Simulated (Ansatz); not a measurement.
An Ansatz input and the part of its output that reports the observables at the nuclei.

The start is a COD entry.

```yaml
crystal:
  lattice:
    - [2.925, -4.395, 0.0]
    - [2.925, 4.395, 0.0]
    - [0.0, 0.0, 13.122]
  atoms:
    - { symbol: Ca, position: [0.6667, 0.3333, 0.25] }
    - { symbol: Ca, position: [0.3333, 0.6667, 0.75] }
    - { symbol: Al, position: [0.0, 0.5, 0.0] }
    - { symbol: Al, position: [0.0, 0.5, 0.5] }
    - { symbol: Al, position: [0.5, 0.0, 0.0] }
    - { symbol: Al, position: [0.5, 0.0, 0.5] }
    - { symbol: Si, position: [0.0193, 0.9807, 0.1328] }
    - { symbol: Si, position: [0.9807, 0.0193, 0.6328] }
    - { symbol: Si, position: [0.9807, 0.0193, 0.8672] }
    - { symbol: Si, position: [0.0193, 0.9807, 0.3672] }
    - { symbol: H, position: [0.3377, 0.6623, 0.1886] }
    - { symbol: H, position: [0.6623, 0.3377, 0.6886] }
    - { symbol: H, position: [0.6623, 0.3377, 0.8114] }
    - { symbol: H, position: [0.3377, 0.6623, 0.3114] }
    - { symbol: H, position: [0.4617, 0.5383, 0.061] }
    - { symbol: H, position: [0.5383, 0.4617, 0.561] }
    - { symbol: H, position: [0.5383, 0.4617, 0.939] }
    - { symbol: H, position: [0.4617, 0.5383, 0.439] }
    - { symbol: O, position: [0.9504, 0.0496, 0.25] }
    - { symbol: O, position: [0.0496, 0.9504, 0.75] }
    - { symbol: O, position: [0.89417, 0.65123, 0.11698] }
    - { symbol: O, position: [0.10583, 0.34877, 0.61698] }
    - { symbol: O, position: [0.65123, 0.89417, 0.88302] }
    - { symbol: O, position: [0.34877, 0.10583, 0.38302] }
    - { symbol: O, position: [0.10583, 0.34877, 0.88302] }
    - { symbol: O, position: [0.89417, 0.65123, 0.38302] }
    - { symbol: O, position: [0.34877, 0.10583, 0.11698] }
    - { symbol: O, position: [0.65123, 0.89417, 0.61698] }
    - { symbol: O, position: [0.8629, 0.1371, 0.06485] }
    - { symbol: O, position: [0.1371, 0.8629, 0.56485] }
    - { symbol: O, position: [0.1371, 0.8629, 0.93515] }
    - { symbol: O, position: [0.8629, 0.1371, 0.43515] }
    - { symbol: O, position: [0.3618, 0.6382, 0.0477] }
    - { symbol: O, position: [0.6382, 0.3618, 0.5477] }
    - { symbol: O, position: [0.6382, 0.3618, 0.9523] }
    - { symbol: O, position: [0.3618, 0.6382, 0.4523] }
    - { symbol: O, position: [0.3899, 0.6101, 0.25] }
    - { symbol: O, position: [0.6101, 0.3899, 0.75] }
kpoints:
  mp_grid: { grid: [5, 5, 2] }
scf:
  occupations: { method: fermi_dirac, width: 0.02 }
hamiltonian:
  xc: pbe
  pseudopotentials: { kind: paw }
output:
  forces: true
  stress: true
  populations: true
  efg:
    quadrupole_moments_barn: { Ca: -0.0408, Al: 0.1466, H: 0.00285783, O: -0.02558 }
    contact_densities: true
relax:
  f_tol: 0.02
  max_steps: 60
```

```sh
ansatz run input.yaml --threads 1 --pin off --max-ram 3072MiB --backend cpu --events-out ev --progress --plain --runs-dir out
```

The run relaxes the ions first, and the block belongs to the relaxed positions.

Of the output, the block on the nuclei alone is shown; the set-up, the SCF iterations, energies, forces and stress are cut. One atom of each set with nearly equal values is shown.

```
--- PAW observables at the nuclei: V_zz in 10²¹ V/m², potentials from the cell's mean, atoms counted from 1 ---
  atom   1  Ca V_zz =    -1.144510   η = 0.1457   by run symmetry: allowed   C_q = +1.1291 MHz
            electrostatic potential = -2214.865925 V   contact ρ = 41252.820966 e/Å³
  atom   3  Al V_zz =    +1.570193   η = 0.2713   by run symmetry: allowed   C_q = +5.5660 MHz
            electrostatic potential = -1228.007124 V   contact ρ = 10077.874894 e/Å³
  atom   7  Si V_zz =    +2.516655   η = 0.3561   by run symmetry: allowed
            electrostatic potential = -1357.919825 V   contact ρ = 12802.770262 e/Å³
  atom  11  H  V_zz =    +3.501457   η = 0.1129   by run symmetry: allowed   C_q = +0.2420 MHz
            electrostatic potential = -39.705636 V   contact ρ = 2.882793 e/Å³
  atom  15  H  V_zz =    +3.836849   η = 0.0170   by run symmetry: allowed   C_q = +0.2651 MHz
            electrostatic potential = -39.437803 V   contact ρ = 2.930574 e/Å³
  atom  19  O  V_zz =    +7.783650   η = 0.6821   by run symmetry: allowed   C_q = -4.8144 MHz
            electrostatic potential = -621.569293 V   contact ρ = 2154.224513 e/Å³
  atom  21  O  V_zz =    +5.467581   η = 0.6763   by run symmetry: allowed   C_q = -3.3818 MHz
            electrostatic potential = -622.465140 V   contact ρ = 2155.185073 e/Å³
  atom  29  O  V_zz =    -5.830489   η = 0.9489   by run symmetry: allowed   C_q = +3.6063 MHz
            electrostatic potential = -621.830100 V   contact ρ = 2154.384475 e/Å³
  atom  33  O  V_zz =   +11.115865   η = 0.6013   by run symmetry: allowed   C_q = -6.8754 MHz
            electrostatic potential = -621.785189 V   contact ρ = 2153.864927 e/Å³
  atom  37  O  V_zz =   -13.721562   η = 0.8001   by run symmetry: allowed   C_q = +8.4871 MHz
            electrostatic potential = -621.668403 V   contact ρ = 2154.252912 e/Å³
```

The relaxation (6 steps) took 5.3 min of wall time (5.3 min of CPU time) and 1 GiB at its peak, on 1 thread of Arm Neoverse V1 (aarch64; 8 cores open to the job, memory cap 3.0 GiB, no GPU), a shared host with a load of 0.4 a core.

At this cell the principal stresses reach 5 GPa in size with PBE, which can matter for small gradients. The lattice is static: at room temperature water may turn and average the couplings of its hydrogen. The entry's hydrogen positions were far off; the other atoms hardly move on relaxation.
